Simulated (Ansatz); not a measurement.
Several occupations of a rock salt lattice at one composition, 1 In, 9 Ag; 2 Se, 8 Te. Sites, in fractions of the cell 2.646 2.646 5.291; -2.646 -2.646 5.291; 7.937 -5.291 2.646 Å:

| cell | sites |
| --- | --- |
| all | Ag (0.00 0.00 0.00), Ag (0.20 0.00 0.60), Ag (0.30 0.50 0.40), Ag (0.40 0.00 0.20), Ag (0.50 0.50 0.00), Ag (0.70 0.50 0.60), Ag (0.80 0.00 0.40), Ag (0.90 0.50 0.20), Te (0.05 0.25 0.40), Te (0.15 0.75 0.20), Te (0.25 0.25 0.00), Te (0.45 0.25 0.60), Te (0.65 0.25 0.20) |
| 1 | Ag (0.10 0.50 0.80), In (0.60 0.00 0.80), Se (0.35 0.75 0.80), Se (0.85 0.25 0.80), Te (0.55 0.75 0.40), Te (0.75 0.75 0.00), Te (0.95 0.75 0.60) |
| 2 | Ag (0.10 0.50 0.80), In (0.60 0.00 0.80), Se (0.55 0.75 0.40), Se (0.85 0.25 0.80), Te (0.35 0.75 0.80), Te (0.75 0.75 0.00), Te (0.95 0.75 0.60) |
| 3 | Ag (0.60 0.00 0.80), In (0.10 0.50 0.80), Se (0.75 0.75 0.00), Se (0.95 0.75 0.60), Te (0.35 0.75 0.80), Te (0.55 0.75 0.40), Te (0.85 0.25 0.80) |

Each was relaxed without symmetry on coarser meshes and computed once more. The calculation used DFT PBE, scalar-relativistic, plane waves, PAW (Ansatz 0.2.0).

Settings: cutoff 420 eV, Γ-centred mesh 5×5×3 on the computed 20-atom cell, Gaussian smearing of 0.10 eV; no spin polarisation.

Warren–Cowley parameters of the first shell of the sublattice with most elements (negative: unlike neighbours preferred):
```csv
cell,Ag-In
1,-0.11
2,-0.11
3,-0.11
```

**Question.** Which occupation is lowest in energy, and by how much?

**Answer.** Cells 3, 1 are lowest, within 8 meV/atom of each other and so too close to rank here.
| cell | E − E(lowest) (meV/atom) | V (Å³/atom) |
| --- | --- | --- |
| 3 | 0.0 | 25.99 |
| 1 | 5.4 | 25.46 |
| 2 | 9.2 | 25.55 |

The final mesh leaves forces up to 0.15 eV/Å and stresses up to 0.4 GPa: the relaxation ran on a coarser mesh, so the cell's shape, its bonds and its energy belong partly to that mesh.

Cost: 6 runs of about 2 core-hours in all (earlier runs that led there not counted), on Arm Neoverse V1 (shared hosts).